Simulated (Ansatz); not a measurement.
All-electron LAPW in Ansatz 0.2.0 under PBEsol, scalar-relativistic, energies extrapolated to zero smearing. Slabs are 1×1 cells cut from bulk crystals relaxed on PAW files, with atoms then relaxed, 16 to 20 Å of vacuum, a dipole correction, k spacings of 0.16 to 0.26 Å⁻¹ and smearing of 0.02 to 0.1 eV, without spin–orbit coupling or spin polarisation. The bulk type named needn't be the stable one, and no reconstruction is allowed.

Q: Order these slabs by surface energy, lowest first.
A. fcc Sb (111), 3 layers
B. fcc Sb (100), 5 layers
C. fcc Sb (111), 1 layer

A: B (0.38 J/m²), A (0.44 J/m²), C (0.58 J/m²).
